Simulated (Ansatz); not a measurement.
# Structure relaxation, CoSn

The start is a generated cell, CoSn built in the CoSn structure type. Cell shape, volume and atoms are optimised at zero target pressure with r2SCAN (plane waves to 500 eV, PAW, scalar-relativistic; Ansatz, a program for electronic structure). The first steps use a coarse 7×7×8 k-mesh.

Starting cell:
```
CoSn
1.0
    5.27900     0.00000     0.00000
   -2.63950     4.57175     0.00000
    0.00000     0.00000     4.25970
Co Sn
3 3
Cartesian
  2.63950   0.00000   0.00000
  1.31975   2.28587   0.00000
 -1.31975   2.28587   0.00000
  0.00000   0.00000   0.00000
  0.00000   3.04783   2.12985
  2.63950   1.52392   2.12985
```
Spin-polarised start, with parallel moments on Co.

**Question.** How large is the pressure on the unrelaxed cell, and of which sign?

**Answer.** -4.2 GPa (negative: the cell is under tension).

**Question.** By how much does the energy per atom fall from start to end?

**Answer.** 0.01 eV/atom.

**Question.** How does the volume per atom move from start to end?

**Answer.** -3.1 %, from 17.13 to 16.61 Å³/atom.

**Question.** What band gap does the relaxed structure have at this level?

**Answer.** Zero (metallic).

**Question.** Give the final cell and atomic positions.

**Answer.** 
```cif
data_Co3Sn3
_chemical_formula_sum 'Co3 Sn3'
_space_group_name_H-M_alt 'P6/mmm'
_space_group_IT_number 191
_space_group_name_Hall '-P 6 2'
_cell_length_a 5.24162
_cell_length_b 5.24162
_cell_length_c 4.18794
_cell_angle_alpha 90.000
_cell_angle_beta 90.000
_cell_angle_gamma 120.000
loop_
_atom_site_label
_atom_site_type_symbol
_atom_site_symmetry_multiplicity
_atom_site_Wyckoff_symbol
_atom_site_fract_x
_atom_site_fract_y
_atom_site_fract_z
_atom_site_occupancy
Co1 Co 3 f 0.00000 0.50000 0.00000 1
Sn1 Sn 1 a 0.00000 0.00000 0.00000 1
Sn2 Sn 2 d 0.33333 0.66667 0.50000 1
```

The space group stays P6/mmm (No. 191) (the run could not lower it); the end is AFLOW prototype AB_hP6_191_f_ad (B35, as in CoSn), with 6 atoms in the primitive cell. Final values are on a 10×10×11 k-mesh of the relaxed cell. No spin polarisation in the result: the starting moments vanished. A magnetic state may lie lower.

The run could not lose the symmetry of its start; a randomly shaken copy of 12 atoms returns to this structure.

All atoms sit on sites fixed by symmetry, so only the cell could relax.
